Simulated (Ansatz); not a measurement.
**Is this Mg₃Cd₂S₅ structure a true minimum?**

It was reached by relaxing an invented guess, and it needn't be the stable form of this composition.

All numbers below come from DFT PBE, scalar-relativistic, plane waves, PAW in Ansatz 0.2.0. Cutoff 420 eV; k points 10×10×10 on the computed 10-atom cell (Γ-centred); Gaussian smearing, width 0.02 eV; no spin polarisation.

The cell below (10 atoms, space group I-4m2 (No. 119)) is relaxed within its symmetry.

```
Mg Cd S
1.0
    -2.04999    2.04999   14.40684
     2.04999   -2.04999   14.40684
     2.04999    2.04999  -14.40684
Mg Cd S
3 2 5
Cartesian
  0.0000 0.0000 20.2220
  0.0000 0.0000 8.5917
  0.0000 0.0000 14.4068
  0.0000 0.0000 25.9055
  0.0000 0.0000 2.9082
  2.0500 0.0000 9.9667
  0.0000 2.0500 13.0313
  0.0000 2.0500 1.3756
  2.0500 0.0000 4.4401
  0.0000 2.0500 7.2034
```

For the test it was strained at random (σ = 1.5 % a component), the atoms were moved at random (σ = 0.10 Å), and all was relaxed again on a coarse 4×4×4 mesh (in the run’s order of axes) with 0.10 eV smearing, with no symmetry imposed.

Question: Is the structure stable against such a distortion?

Answer: It returns, within 1 meV/atom of the unmoved cell on that mesh and with the same symmetry when read at 0.1 Å (Cm at 0.01 Å, so small strains and shifts remain). No instability shows in this cell; modes of other wave vectors, which need another repeat, aren't tested.
